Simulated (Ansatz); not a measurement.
The start is a generated cell, La built in the AFLOW prototype A_oC4_63_c (A20). Cell shape, volume and atoms are optimised at zero target pressure with PBE (plane waves to 420 eV, PAW, scalar-relativistic; Ansatz, a quantum-chemistry and plane-wave program). First-step values are on the input's coarse k-mesh.

Ansatz input (later rounds restart from its end on a renewed k-mesh):
Ansatz 0.2 input:
```yaml
crystal:
  lattice:
    - [1.7355063, -3.5809003, 0]
    - [1.7355063, 3.5809003, 0]
    - [0, 0, 6.0180163]
  atoms:
    - { symbol: La, position: [0.89772, 0.10228, 0.25] }
    - { symbol: La, position: [0.10228, 0.89772, 0.75] }
basis: { ecutwfc: 420, ecutrho_ratio: 4, xc_grid: 2, fft_grid_basis: typed }
kpoints: { mp_grid: { grid: [10, 10, 6] } }
hamiltonian:
  xc: pbe
  dispersion: none
  pseudopotentials: { azcp: { folder: ./paw }, kind: paw }
scf: { occupations: { method: fermi_dirac, width: 0.05 } }
relax: { f_tol: 0.01, max_steps: 100, cell: { stress_tol: 0.02 } }
output: { forces: true, stress: true }
```

| Quantity | Value |
|---|---|
| Largest initial force | 0.35 eV/Å, on La1, La2 (atoms numbered as listed) |
| Outcome | The space group goes from Cmcm (No. 63) to P6₃/mmc (No. 194); the end is AFLOW prototype A_hP2_194_c (A3, as in Mg), with 2 atoms in the primitive cell |
| Energy released | 0.09 eV/atom |
| Volume change | +0.6 %, from 37.40 to 37.64 Å³/atom |
| Band gap at the end | zero (metallic) |
| Optimiser moves | 8 |

Relaxed structure:

Space group P6₃/mmc (No. 194); a = b = 3.770 Å, c = 6.115 Å, α = β = 90.00°, γ = 120.00°

```
atom  site  symmetry       x       y       z
----  ----  --------  ------  ------  ------
La      2c      -6m2  0.3333  0.6667  0.2500
```

Final values are on a 14×14×8 k-mesh of the relaxed cell. No spin polarisation in the result.

The run could not lose the symmetry of its start.
